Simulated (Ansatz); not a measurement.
Input and command of a plane-wave DFT calculation in Ansatz:

```yaml
crystal:
  lattice:
    - [-1.630639, 1.630639, 1.65128]
    - [1.630639, -1.630639, 1.65128]
    - [1.671921, 1.671921, -1.65128]
  atoms:
    - { symbol: Ta, position: [0.0, 0.0, 0.0] }
basis:
  ecutwfc: 500
kpoints:
  mp_grid: { grid: [20, 20, 20] }
hamiltonian:
  xc: r2scan
scf:
  occupations: { method: gaussian, width: 0.15 }
output:
  forces: true
  stress: true
  eigenvalues: true
```

```bash
ansatz run input.yaml --threads 1 --pin off --max-ram 2560MiB --backend cpu --events-out ev --progress --plain --runs-dir out
```

Processor: Arm Neoverse V1, 1 thread, on a host shared with other jobs.

Estimate time, memory and problem size.

About 29 s on 1 thread of Arm Neoverse V1, with other jobs on the host, peak memory 0.59 GiB. It solves 11 bands at 1166 k points (the mesh reduced by symmetry) with about 447 plane waves, in 6 SCF iterations.
